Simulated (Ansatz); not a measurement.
# Structure relaxation, Ta

The start is a randomly generated symmetric cell of Ta (space group No. 70). The structure is fully relaxed (lattice and positions, P = 0) with PBE (plane waves to 420 eV, PAW, scalar-relativistic; Ansatz, a first-principles code). First-step values are on the input's coarse k-mesh.

Ansatz input (later rounds restart from its end on a renewed k-mesh):
Ansatz 0.2 input:
```yaml
crystal:
  lattice:
    - [0, 3.5431546, 3.570198]
    - [3.2642447, 0, 3.570198]
    - [3.2642447, 3.5431546, 0]
  atoms:
    - { symbol: Ta, position: [0.77874017, 0.77874017, 0.22125983] }
    - { symbol: Ta, position: [0.02874017, 0.02874017, 0.47125983] }
    - { symbol: Ta, position: [0.22125983, 0.22125983, 0.77874017] }
    - { symbol: Ta, position: [0.47125983, 0.47125983, 0.02874017] }
basis: { ecutwfc: 420, ecutrho_ratio: 4, xc_grid: 2, fft_grid_basis: typed }
kpoints: { mp_grid: { grid: [8, 8, 8] } }
hamiltonian:
  xc: pbe
  dispersion: none
  pseudopotentials: { azcp: { folder: ./paw }, kind: paw }
scf: { occupations: { method: fermi_dirac, width: 0.05 } }
relax: { f_tol: 0.01, max_steps: 100, cell: { stress_tol: 0.02 } }
output: { forces: true, stress: true }
```

### Question
Which atoms feel the largest initial force, and how large is it?

### Answer
1.39 eV/Å, on Ta1, Ta2, Ta3, Ta4 (atoms numbered as listed).

### Question
Does the structure survive the relaxation? Give the final space group.

### Answer
The space group goes from Fddd (No. 70) to Im-3m (No. 229); the end is bcc (W type), with 1 atom in the primitive cell.

### Question
By how much does the energy per atom fall from start to end?

### Answer
0.30 eV/atom.

### Question
How does the volume per atom move from start to end?

### Answer
-11.4 %, from 20.65 to 18.29 Å³/atom.

### Question
How do the shortest distances between atoms change?

### Answer
The closest pairs of elements (up to four, under 3.6 Å), start → end: Ta–Ta 2.77 → 2.87 Å.

### Question
Give the final cell and atomic positions.

### Answer

```cif
data_Ta2
_chemical_formula_sum 'Ta2'
_space_group_name_H-M_alt 'Im-3m'
_space_group_IT_number 229
_space_group_name_Hall '-I 4 2 3'
_cell_length_a 3.31968
_cell_length_b 3.31968
_cell_length_c 3.31968
_cell_angle_alpha 90.000
_cell_angle_beta 90.000
_cell_angle_gamma 90.000
loop_
_atom_site_label
_atom_site_type_symbol
_atom_site_symmetry_multiplicity
_atom_site_Wyckoff_symbol
_atom_site_fract_x
_atom_site_fract_y
_atom_site_fract_z
_atom_site_occupancy
Ta1 Ta 2 a 0.00000 0.00000 0.00000 1
```
(The calculation used a cell of 1 atom; values per cell refer to that cell.)

Final values are on a 20×20×20 k-mesh of the relaxed cell. No spin polarisation in the result.

The run could not lose the symmetry of its start; a randomly shaken copy of 2 atoms returns to this structure.
